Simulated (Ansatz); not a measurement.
Crystals of one structure type (zinc blende), relaxed and computed with PBE in the plane-wave PAW code Ansatz.

| crystal | a (Å) | gap (eV) | Θ_D (K) | G_Hill (GPa) | highest Γ mode, no LO–TO term (cm⁻¹) | K_Hill (GPa) |
|---|---|---|---|---|---|---|
| BAs | 4.809 | 1.20 | 673 | 126 | 677 | 132 |
| AlAs | 5.728 | 1.50 | 384 | 39.9 | 346 | 67.3 |
| GaAs | 5.744 | 0.16 | 325 | 40.7 | 252 | 61.2 |
| InAs | 6.186 | none | 234 | 25.3 | 199 | 48.4 |

All cells were relaxed under the symmetry of their starts (and spin orders); stability against distortions was not tested throughout. Spin–orbit coupling is left out wherever it is not named.

Potentials: the later of the program's two PAW sets.
